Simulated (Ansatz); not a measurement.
A relaxed cell of AlIn2As3 is given with its symmetry left out. The cell was found from a structure generator's guess, not taken from experiment.

Method: Ansatz 0.2.0, DFT PBE, scalar-relativistic, plane waves, PAW. Cutoff 420 eV, Γ-centred mesh, Gaussian smearing, no spin polarisation.

```
CELL_PARAMETERS angstrom
4.25223 0.00000 0.00000
-2.12612 3.68254 0.00000
0.00000 0.00000 21.02466
ATOMIC_POSITIONS crystal
Al 0.33333 0.66667 0.66670
Al 0.66667 0.33333 0.16670
In 0.33333 0.66667 0.00385
In 0.33333 0.66667 0.33095
In 0.66667 0.33333 0.50385
In 0.66667 0.33333 0.83095
As 0.33333 0.66667 0.13163
As 0.33333 0.66667 0.45792
As 0.33333 0.66667 0.78495
As 0.66667 0.33333 0.28495
As 0.66667 0.33333 0.63163
As 0.66667 0.33333 0.95792
```

Energies over the elements count from the elements' standard structures at the same level, with no fitted energy shifts.

(1) Find its symmetry and describe it.

(2) What is its formation energy per atom?

(3) Is it a metal?

## Answers

(1) P6_3mc (No. 186), with Al and In ordered on wurtzite sites. Conventional cell: a = 4.252 Å, c = 21.025 Å. Al has 4 As at 2.49–2.56 Å; In on its first site has 4 As at 2.64–2.69 Å; In on its second site is surrounded by 4 As at 2.64–2.67 Å; As on its first site has 3 Al at 2.56 Å and 1 In at 2.69 Å; 2 more sites not described.

(2) −0.29 eV/atom. A negative formation energy is needed for stability but isn't enough: competing phases decide.

(3) It can't be told: by band count a gap of 0.04 eV opens on the 12×12×2 mesh, less than the smearing, so the run treats the cell as a metal.

The last run used a 12×12×2 mesh (in the run's order of axes) for its 12-atom cell and Gaussian smearing of 0.10 eV. The reference form of As is held partly by dispersion forces, which this level lacks. A structure relaxed within its symmetry needn't be a true minimum.
